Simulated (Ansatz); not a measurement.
Crystals of one structure type (zinc blende) and one family of elements, relaxed and computed with PBEsol (plane waves, PAW; program Ansatz).

```csv
crystal,V (Å³/atom),B₀ by P(V) fit (GPa)
BN,5.86,385
AlN,10.48,200
GaN,11.38,188
BAs,13.55,140
GaP,20.11,84.8
AlAs,22.84,?
InP,25.40,66.7
```

Question: Fit a straight line to ln B₀ against ln V and predict the withheld value.

Answer: Least squares on the 6 shown rows: ln B₀ = -1.22 × ln V + (8.141), with a scatter of 3.6 %. For AlAs this gives 75.5. The run itself gave 72.1, a miss of 4.7 % of that.

All cells were relaxed under the symmetry of their starts (and spin orders); stability against distortions was not tested throughout. Spin–orbit coupling is left out wherever it is not named.

Potentials: the earlier of the program's two PAW sets. The files were generated under PBE; for other functionals the program regenerates the frozen cores, and for LDA and PBEsol the local potential too.
